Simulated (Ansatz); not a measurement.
Single point in Ansatz 0.2.0 with r2SCAN, no spin polarisation. Cutoff 500 eV, PAW datasets, 6×6×6 Γ-centred k mesh, fermi-dirac filling (width 0.1 eV).

Computed maps in the lattice plane spanned by a (left to right, 6.11 Å, 19 points from zero) and b (bottom to top, 6.11 Å, 19 points from zero), 90° apart, at height 0.750 along c. The fields are smooth PAW ones with compensation charges, not the true ones near nuclei.

Valence density. Digits on a logarithmic scale: 0 up to 0.03 e/Å³, each further digit a factor of 1.6, 9 from 1.3 e/Å³ up:
```
7542100000123568999
8642100000123579999
8642100000124579999
7643210000124579999
6543221111234567887
5443332222334455666
4444444444444444444
3344455555444333333
2334567776544322111
1234679998653211000
0234699999753210000
0134699999753200000
0134689998643100000
0124567886543110000
1123455665432211001
2223334443332222222
3322222222222333333
4332111111123345555
6432100000123456777
```

ELF. Ten even steps from '0' (0.01) to '9' (0.70):
```
9973100000026999668
9973100000026996225
8862100000025895234
9852100000124788447
8743210001124689889
7543222222233468998
4443345554334445665
2334578887543322222
1234789998753211001
1135897568863210000
0137883227974100000
0147983427985100000
0148997469985100000
0136999999974100000
1124799999853110000
2222467876432222222
4322223333222346676
8632111111123589999
9852100000124899999
```

Q: The cell is ZnTeAs2. Which atoms lie within 0.2 Å of this plane, and where (fractions of a and b)?

A: As at (0.38, 0.39), As at (0.88, 0.86). The whole cell:
```yaml
crystal:
  lattice:
    - [0.00000, 6.11395, 0.00000]
    - [6.11395, 0.00000, 0.00000]
    - [3.05697, 3.05697, -6.01151]
  atoms:
    - { symbol: As, position: [0.37500, 0.38900, 0.75000] }
    - { symbol: As, position: [0.61100, 0.12500, 0.25000] }
    - { symbol: As, position: [0.87500, 0.86100, 0.75000] }
    - { symbol: As, position: [0.13900, 0.62500, 0.25000] }
    - { symbol: Te, position: [0.50000, 0.50000, 0.00000] }
    - { symbol: Te, position: [0.25000, 0.75000, 0.50000] }
    - { symbol: Zn, position: [0.00000, 0.00000, 0.00000] }
    - { symbol: Zn, position: [0.75000, 0.25000, 0.50000] }
```

Origin: a known structure type with other elements, at an estimated volume, so it need not be a known compound. Caveats: atoms or cell far from equilibrium.
